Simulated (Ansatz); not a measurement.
**BiTe (Fm-3m), trigonal deformation path**

Method: DFT r2SCAN, scalar-relativistic, plane waves, PAW (Ansatz 0.2.0). The runs took a 500 eV cutoff, a Γ-centred 14×14×14 mesh and Gaussian smearing (0.15 eV). Spin–orbit coupling is left out, which can shift energies with elements as heavy as these. No spin polarisation. Energies are free energies at this smearing, counted from the undisturbed cell; pressure is positive in compression.

Reference structure (as given, not relaxed at this level; it stands at 0.0 GPa, and it needn't be the usual structure):

```
CELL_PARAMETERS angstrom
0.00000 3.23500 3.23500
3.23500 0.00000 3.23500
3.23500 3.23500 0.00000
ATOMIC_POSITIONS crystal
Bi 0.00000 0.00000 0.00000
Te 0.50000 0.50000 0.50000
```

At fixed volume and fractional coordinates, lengths along (0.577, 0.577, 0.577) are scaled against those across it; ρ is that ratio over its starting value. The cell is metallic on the mesh throughout. At ρ = 0.500 the cell becomes cubic (Pm-3m), and there the slope of the energy vanishes by symmetry.

```
    ρ  ΔE (meV/atom)
0.500          244.2
0.600          190.4
0.710           56.5
0.850           -2.5
0.930            0.0
1.000            0.0
1.080            0.7
1.200            3.0
1.410           80.6
1.700          338.0
2.000          481.4
```

Task: Predict the pressure (GPa) at each point.

Result:
```csv
ρ,pressure (GPa)
0.500,-5.5
0.600,-4.4
0.710,-2.7
0.850,-0.8
0.930,-0.2
1.000,0.0
1.080,-0.2
1.200,-1.0
1.410,-2.7
1.700,-4.3
2.000,-4.7
```